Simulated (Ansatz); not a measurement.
## 5 guesses for SrSn2O3 and where they end

Method: DFT PBE, scalar-relativistic, plane waves, PAW in Ansatz. All cells share a 420 eV cutoff and Γ-centred k meshes spaced at most about 0.3 Å⁻¹ (about 0.25 or finer for metals, 2π included). No spin polarisation in the final relaxations.

Each guess was relaxed in cell and atoms at zero pressure, within the symmetry of its start. Temperature and zero-point effects are left out. Coordination counts O atoms around Sn and Sr (those within 1.25 times the shortest such distance or 1.15 times the sum of covalent radii; a plus sign parts nearer from farther groups; the shortest distance is added where it is long for a bond).

| guess | made from | start group | V start (Å³/atom) | end group | V end (Å³/atom) | coordination at the end | gap on mesh (eV) | E over the lowest end (meV/atom) |
| --- | --- | --- | --- | --- | --- | --- | --- | --- |
| 1 | random cell | I4/mmm | 23.0 | I4/mmm | 18.2 | Sr 4, Sn 2 | 0 | 1002 |
| 2 | Li3PrBi2 type | P-3m1 | 21.2 | P-3m1 | 16.8 | Sr 2+6, Sn 1 | 1.30 | 293 |
| 3 | ErCo3Ge2 type | P6mm | 17.6 | P6mm | 29.1 | Sr 6, Sn 3 | 1.30 | 0 |
| 4 | LaAl2Ag3 type | P6/mmm | 19.1 | ? | ? | ? | ? | ? |
| 5 | random cell | P6/mmm | 21.2 | P6/mmm | 31.3 | Sr 6, Sn 1 | 0 | 939 |

Guess 4 as it starts:

```yaml
crystal:
  lattice:
    - [5.65139, 0.00000, 0.00000]
    - [-2.82570, 4.89425, 0.00000]
    - [0.00000, 0.00000, 4.15014]
  atoms:
    - { symbol: Sr, position: [0.00000, 0.00000, 0.00000] }
    - { symbol: Sn, position: [0.66667, 0.33333, 0.00000] }
    - { symbol: Sn, position: [0.33333, 0.66667, 0.00000] }
    - { symbol: O, position: [0.00000, 0.50000, 0.50000] }
    - { symbol: O, position: [0.50000, 0.00000, 0.50000] }
    - { symbol: O, position: [0.50000, 0.50000, 0.50000] }
```

Question: Fill in the missing row: what does this guess relax into, and where does it rank?

Answer: It ends in space group P6/mmm (No. 191), with a = 6.108 Å, c = 3.332 Å, 17.9 Å³/atom and no gap. It lies 0.61 eV/atom over the lowest end, above guess 2 and below guess 5. Counting O atoms around Sn and Sr, this end has Sr 12 from 3.5 Å, Sn 6 from 2.4 Å and the lowest (guess 3) has Sr 6, Sn 3.

```cif
data_structure
_symmetry_space_group_name_H-M 'P6/mmm'
_symmetry_Int_Tables_number 191
_cell_length_a 6.1080
_cell_length_b 6.1080
_cell_length_c 3.3317
_cell_angle_alpha 90.000
_cell_angle_beta 90.000
_cell_angle_gamma 120.000
_cell_volume 107.64
loop_
_atom_site_label
_atom_site_type_symbol
_atom_site_symmetry_multiplicity
_atom_site_Wyckoff_symbol
_atom_site_fract_x
_atom_site_fract_y
_atom_site_fract_z
_atom_site_occupancy
Sr1 Sr 1 a 0.00000 0.00000 0.00000 1
Sn1 Sn 2 c 0.66667 0.33333 0.00000 1
O1 O 3 g 0.00000 0.50000 0.50000 1
```

Energies over the elements count from the elements' standard structures at the same level (O₂ as a molecule), with no fitted energy shifts. The references include grey tin.

Question: Is the lowest end bound against the elements?

Answer: Yes: its formation energy is −1.495 eV/atom. A negative formation energy is needed for stability but isn't enough: competing phases decide.

Weakly bound directions are ill-defined at this level, which has no dispersion term (P6mm, P6/mmm at 31.3 Å³/atom), and this can change margins and order among such cells. Kohn–Sham gaps at this level usually fall short of measured ones. Cells relaxed within their symmetry can be saddle points. A lower structure may well exist outside this small set. Some candidate types were left out of the draw beforehand, so a known form may be missing.
